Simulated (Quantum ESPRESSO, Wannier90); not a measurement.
# Wannierisation of CdSe (zinc blende)

```yaml
crystal:
  lattice:
    - [0.00000, 3.07027, 3.07027]
    - [3.07027, 0.00000, 3.07027]
    - [3.07027, 3.07027, 0.00000]
  atoms:
    - { symbol: Cd, position: [0.00000, 0.00000, 0.00000] }
    - { symbol: Se, position: [0.25000, 0.25000, 0.25000] }
```

Materials Project entry mp-2691; symmetrised, unrelaxed at this level. Not found in the COD (Crystallography Open Database) copy used, which has the formula in other groups; not checked further. Method: PBEsol plane waves in Quantum ESPRESSO 7.5 (PseudoDojo norm-conserving files, 82 Ry, spinors with spin-orbit coupling), Bloch states on a 6×6×6 mesh through Γ, Wannier90 4.0.1. Density: 10×10×10 mesh, Gaussian smearing 0.01 Ry.

Valence charges of the files: Cd 20, Se 16. 62 bands were computed.

Isolated groups of bands, relative to the valence-band maximum (bands from 37 on overlap up to the last one computed):

```
bands  from (eV)  to (eV)  filling            weight on atomic waves
-----  ---------  -------  -------  --------------------------------
1–2      -101.56  -101.56   filled                       Cd 4s 100 %
3–4       -66.72   -66.72   filled                       Cd 4p 100 %
5–8       -60.88   -60.88   filled                       Cd 4p 100 %
9–12      -47.34   -47.34   filled                       Se 3d 100 %
13–18     -46.44   -46.44   filled                       Se 3d 100 %
19–20     -12.59   -12.12   filled  Se 4s 86 %, Cd 5s 7 %, Cd 4d 6 %
21–30      -8.23    -6.94   filled                        Cd 4d 96 %
31–36      -4.40     0.00   filled            Se 4p 81 %, Cd 5s 11 %
```

Wanted is a model with the orbitals Cd s p, Se s p, without the filled groups that are mainly made of other shells (semicore states, and anion s where it isn't named); all higher bands stay in for disentanglement.

### Question
Give num_wann, exclude_bands and num_bands, and the number of electrons that the model holds.

### Answer
Electrons: 1×20 + 1×16 = 36, which fill 36 bands.
num_wann = 2 × (1×4 + 1×4) = 16.
exclude_bands = 1-18,21-30, 28 bands, so num_bands = 62 − 28 = 34.
The model holds 36 − 1×28 = 8 electrons. With the window frozen to 1.81 eV it follows pw.x to 4.2 meV rms (states up to 1.3 eV relative to the valence-band maximum).
